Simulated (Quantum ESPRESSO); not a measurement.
# AgTi2Mo2AuPd2: input and log of a self-consistent run

Computed values, not a measurement. The program is pw.x of Quantum ESPRESSO 7.5 (plane-wave density functional theory). The cell is made up: eight metal atoms on a face-centred cubic lattice, with elements, volume, strain and displacements drawn at random and not relaxed, so it may be unstable or far from any real phase. PseudoDojo standard norm-conserving files set the functional (PBE unless stated); there is no spin polarisation or spin-orbit coupling, the Fermi-Dirac width of 0.25 eV means electrons at about 2900 K, and the masses in the input are unused placeholders. Heavy elements are run without spin-orbit coupling, which real alloys of them have. A spin test at this wide smearing found no moment, but such smearing suppresses magnetism that the real alloy may have.

Input:

```
&control calculation='scf', pseudo_dir='./dojo.nc.sr.pbe.v0_5.standard.upf', outdir='./o', disk_io='medium', tprnfor=.true., tstress=.true. /
&system ibrav=0, nat=8, ntyp=5, nbnd=79, ecutwfc=84.00895049, nosym=.true., tot_charge=0,
 occupations='smearing', smearing='fd', degauss=0.0183746611
/
&electrons conv_thr=1.470e-08, electron_maxstep=70, mixing_beta=0.5 /
ATOMIC_SPECIES
Ag 1.0 Ag.upf
Au 1.0 Au.upf
Mo 1.0 Mo.upf
Pd 1.0 Pd.upf
Ti 1.0 Ti.upf
CELL_PARAMETERS angstrom
0.0 0.0 -3.9217
3.9217 0.0 0.0
0.0 -7.8435 0.0
ATOMIC_POSITIONS angstrom
Ag -0.0164 -0.0332 0.0113
Ti -0.098 -3.9163 -0.0603
Ti 1.9636 -1.9306 0.0157
Mo 1.8392 -5.7974 0.0739
Au -0.0788 -1.9215 -2.0117
Pd -0.1509 -5.8147 -2.0686
Pd 1.9654 0.1074 -1.9981
Mo 1.9097 -3.853 -1.9576
K_POINTS automatic
6 6 3 1 1 1
```

The log is shortened where brackets say so; the opening notice, blank lines, dates and the lines on written files are dropped, and the path of the files is cut. It prints rydbergs, bohrs and kilobars, and counts compression as positive stress. Its total energy is the free energy E - TS of the whole cell.

```
     Program PWSCF v.7.5
     Parallel version (MPI & OpenMP), running on       1 processor cores
     Number of MPI processes:                 1
     Threads/MPI process:                     1
     [start-up lines left out]
     bravais-lattice index     =            0
     lattice parameter (alat)  =       7.4109  a.u.
     unit-cell volume          =     814.0578 (a.u.)^3
     number of atoms/cell      =            8
     number of atomic types    =            5
     number of electrons       =       126.00
     number of Kohn-Sham states=           79
     kinetic-energy cutoff     =      84.0090  Ry
     charge density cutoff     =     336.0358  Ry
     scf convergence threshold =      1.5E-08
     mixing beta               =       0.5000
     number of iterations used =            8  plain     mixing
     Exchange-correlation= PBE
                           (   1   4   3   4   0   0   0)
     [axes and pseudopotential details left out]
   Cartesian axes
     site n.     atom                  positions (alat units)
         1        Ag     tau(   1) = (  -0.0041819  -0.0084657   0.0028814  )
         2        Ti     tau(   2) = (  -0.0249892  -0.9986230  -0.0153760  )
         3        Ti     tau(   3) = (   0.5007012  -0.4922865   0.0040034  )
         4        Mo     tau(   4) = (   0.4689803  -1.4782875   0.0188439  )
         5        Au     tau(   5) = (  -0.0200933  -0.4899661  -0.5129663  )
         6        Pd     tau(   6) = (  -0.0384782  -1.4826988  -0.5274753  )
         7        Pd     tau(   7) = (   0.5011602   0.0273861  -0.5094984  )
         8        Mo     tau(   8) = (   0.4869572  -0.9824821  -0.4991713  )
     number of k points=    54  Fermi-Dirac smearing, width (Ry)=  0.0184
                       cart. coord. in units 2pi/alat
        k(    1) = (   0.0833333  -0.0833323  -0.0833333), wk =   0.0370370
        k(    2) = (   0.0833333   0.2499968  -0.0833333), wk =   0.0370370
     [further k points left out]
     Dense  grid:    84783 G-vectors     FFT dimensions: (  45,  45,  90)
     Estimated max dynamical RAM per process >     161.36 MB
     Initial potential from superposition of free atoms
     starting charge     125.9930, renormalised to     126.0000
     Starting wfcs are   78 randomized atomic wfcs +    1 random wfcs
     total cpu time spent up to now is       27.2 secs
     per-process dynamical memory:    84.8 Mb
     Self-consistent Calculation
     iteration #  1     ecut=    84.01 Ry     beta= 0.50
     Davidson diagonalization with overlap
     ethr =  1.00E-02,  avg # of iterations =  3.0
     total cpu time spent up to now is      107.6 secs
     total energy              =   -1645.12850475 Ry
     estimated scf accuracy    <      32.42810641 Ry
     iteration #  2     ecut=    84.01 Ry     beta= 0.50
     Davidson diagonalization with overlap
     ethr =  1.00E-02,  avg # of iterations =  5.3
     total cpu time spent up to now is      222.0 secs
     total energy              =   -1646.00100329 Ry
     estimated scf accuracy    <     300.32023639 Ry
     iteration #  3     ecut=    84.01 Ry     beta= 0.50
     Davidson diagonalization with overlap
     ethr =  1.00E-02,  avg # of iterations =  6.0
     total cpu time spent up to now is      348.7 secs
     total energy              =   -1666.32958322 Ry
     estimated scf accuracy    <      27.96614099 Ry
     iteration #  4     ecut=    84.01 Ry     beta= 0.50
     Davidson diagonalization with overlap
     ethr =  1.00E-02,  avg # of iterations =  2.0
     total cpu time spent up to now is      420.5 secs
     total energy              =   -1667.32766544 Ry
     estimated scf accuracy    <      22.93872958 Ry
     iteration #  5     ecut=    84.01 Ry     beta= 0.50
     Davidson diagonalization with overlap
     ethr =  1.00E-02,  avg # of iterations =  1.0
     total cpu time spent up to now is      478.0 secs
     total energy              =   -1667.02044024 Ry
     estimated scf accuracy    <       7.60975122 Ry
     [iterations 6 to 16 left out]
     iteration # 17     ecut=    84.01 Ry     beta= 0.50
     Davidson diagonalization with overlap
     ethr =  2.76E-09,  avg # of iterations =  2.1
     total cpu time spent up to now is     1279.8 secs
     total energy              =   -1666.96766813 Ry
     estimated scf accuracy    <       0.00000027 Ry
     iteration # 18     ecut=    84.01 Ry     beta= 0.50
     Davidson diagonalization with overlap
     ethr =  2.16E-10,  avg # of iterations =  3.5
     total cpu time spent up to now is     1346.5 secs
     total energy              =   -1666.96766816 Ry
     estimated scf accuracy    <       0.00000016 Ry
     iteration # 19     ecut=    84.01 Ry     beta= 0.50
     Davidson diagonalization with overlap
     ethr =  1.29E-10,  avg # of iterations =  1.6
     total cpu time spent up to now is     1412.3 secs
     total energy              =   -1666.96766816 Ry
     estimated scf accuracy    <       0.00000010 Ry
     iteration # 20     ecut=    84.01 Ry     beta= 0.50
     Davidson diagonalization with overlap
     ethr =  7.78E-11,  avg # of iterations =  1.2
     total cpu time spent up to now is     1490.0 secs
     total energy              =   -1666.96766817 Ry
     estimated scf accuracy    <       0.00000007 Ry
     iteration # 21     ecut=    84.01 Ry     beta= 0.50
     Davidson diagonalization with overlap
     ethr =  5.21E-11,  avg # of iterations =  1.0
     total cpu time spent up to now is     1547.2 secs
     End of self-consistent calculation
     [lines on levels left out]
!    total energy              =   -1666.96766817 Ry
     estimated scf accuracy    <          1.5E-09 Ry
     smearing contrib. (-TS)   =      -0.12601709 Ry
     internal energy E=F+TS    =   -1666.84165108 Ry
     The total energy is F=E-TS. E is the sum of the following terms:
     one-electron contribution =    -496.34837237 Ry
     hartree contribution      =     325.43485407 Ry
     xc contribution           =    -259.72665382 Ry
     ewald contribution        =   -1236.20147896 Ry
     convergence has been achieved in  21 iterations
     Forces acting on atoms (cartesian axes, Ry/au):
     atom    1 type  1   force =     0.00018611    0.03873157   -0.02810855
     atom    2 type  5   force =     0.01838593   -0.01981541    0.00529440
     atom    3 type  5   force =    -0.02286873   -0.00192903   -0.01264130
     atom    4 type  3   force =     0.00455090    0.04915448   -0.03125278
     atom    5 type  2   force =     0.02456408    0.00570181    0.01943634
     atom    6 type  4   force =     0.03517465   -0.00901535    0.03316005
     atom    7 type  4   force =    -0.03003220   -0.02106994    0.02189277
     atom    8 type  3   force =    -0.02996074   -0.04175812   -0.00778092
     Total force =     0.122915     Total SCF correction =     0.000125
     Computing stress (Cartesian axis) and pressure
          total   stress  (Ry/bohr**3)                   (kbar)     P=      159.85
   0.00135762   0.00003184   0.00002331          199.71        4.68        3.43
   0.00003184   0.00114371  -0.00007756            4.68      168.25      -11.41
   0.00002331  -0.00007756   0.00075854            3.43      -11.41      111.58
     init_run     :     23.28s CPU     26.94s WALL (       1 calls)
     electrons    :   1437.26s CPU   1519.97s WALL (       1 calls)
     forces       :      9.35s CPU      9.44s WALL (       1 calls)
     stress       :     32.61s CPU     32.79s WALL (       1 calls)
     [timing details left out]
     PWSCF        :  25m 2.96s CPU  26m30.15s WALL
     JOB DONE.
```

In other units: free energy -22680.251 eV for the cell, pressure 15.98 GPa, largest force component 1.264 eV/Å in size. The run took 1592 s of wall time with one process on a shared machine (AMD EPYC, Zen 5, virtual cores), so the time is rough. A rerun of this cell at a higher cutoff and on a denser mesh moved values by no more than 0.005 eV in energy, 0.05 GPa in stress and 0.005 eV/Å in force, and a second program with other atomic files agreed on that cell to 2 % rms in force and 0.5 GPa in pressure.